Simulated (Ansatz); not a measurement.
Question: Each is relaxed and computed with plane-wave PAW PBE (Ansatz code). Which is the only one with a gap?
A. V3Si, Fm-3m (Si on 4a, V on 4b, V on 8c)
B. SiC2, P4_2/mmc (Si on 2e, C on 4i)
C. Cr2C, P4/nmm (Cr on 2a, Cr on 2c, C on 2c)
D. SiC, wurtzite

Answer: D, SiC, wurtzite. SiC: gap 2.31 eV (indirect); SiC2: metal; V3Si: metal; Cr2C: metal. Spin orders computed, not proven ground states: V3Si, Fm-3m (Si on 4a, V on 4b, V on 8c) ferrimagnetic; Cr2C, P4/nmm (Cr on 2a, Cr on 2c, C on 2c) ferromagnetic. Constructed cells (a structure type filled with these elements, in neither database checked): V3Si, Fm-3m (Si on 4a, V on 4b, V on 8c); Cr2C, P4/nmm (Cr on 2a, Cr on 2c, C on 2c). Typed or built starts, not in the databases checked: SiC2, P4_2/mmc (Si on 2e, C on 4i). All cells were relaxed under the symmetry of their starts (and spin orders); stability against distortions was not tested throughout.

Potentials: the earlier of the program's two PAW sets.
